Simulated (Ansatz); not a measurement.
**InCu₂ + ScCu₂ → ScInCu₄**

All three solids are relaxed on PAW files, and every method takes those cells: ScInCu₄ in F-43m, a = 6.89 Å, b = 6.89 Å, c = 6.89 Å, α = 90.00°, β = 90.00°, γ = 90.00°, 8×8×8 k mesh, smearing 0.05 eV; InCu₂ in P6_3/mmc, a = 4.33 Å, b = 4.33 Å, c = 5.21 Å, α = 90.00°, β = 90.00°, γ = 120.00°, 9×9×6 k mesh, smearing 0.05 eV; ScCu₂ in I4/mmm, a = 3.21 Å, b = 3.21 Å, c = 8.11 Å, α = 90.00°, β = 90.00°, γ = 90.00°, 17×17×17 k mesh, smearing 0.05 eV.

The product's cell, then the reactants':

```xyz
6
Lattice="0.0000 3.4431 3.4431 3.4431 0.0000 3.4431 3.4431 3.4431 0.0000" Properties=species:S:1:pos:R:3 pbc="T T T"
Sc    0.0000    0.0000    0.0000
In    1.7216    1.7216    1.7216
Cu    4.3047    2.5816    2.5816
Cu    4.3047    4.3047    4.3047
Cu    2.5816    2.5816    4.3047
Cu    2.5816    4.3047    2.5816
```

```xyz
6
Lattice="4.3283 0.0000 0.0000 -2.1642 3.7484 0.0000 0.0000 0.0000 5.2140" Properties=species:S:1:pos:R:3 pbc="T T T"
In    0.0000    2.4990    3.9105
In    2.1642    1.2495    1.3035
Cu    0.0000    2.4990    1.3035
Cu    2.1642    1.2495    3.9105
Cu    0.0000    0.0000    0.0000
Cu    0.0000    0.0000    2.6070
```

```
Sc Cu
1.0
    -1.60676    1.60676    4.05522
     1.60676   -1.60676    4.05522
     1.60676    1.60676   -4.05522
Sc Cu
1 2
Direct
  0.00000 0.00000 0.00000
  0.67417 0.67417 0.00000
  0.32583 0.32583 0.00000
```

All numbers are LDA results (scalar-relativistic) from Ansatz 0.2.0, with no spin polarisation. Methods: LAPW: all electrons, basis error target 0.5 meV/atom; PAW: frozen-core files, cutoff 420 eV.

Energies are at zero smearing and zero temperature. The structures come from databases; a reactant may be hypothetical or may itself decompose, and needn't be the lowest polymorph.

The PAW files were made under PBE.

(1) What is the reaction energy per atom of the product, by each method?

(2) How does the volume change, and what would pressure do?

## Answers

(1) LAPW -215.0 meV/atom; PAW -214.7 meV/atom. The product is favoured against these reactants.

(2) It changes by -3.0 %, so pressure favours the product.
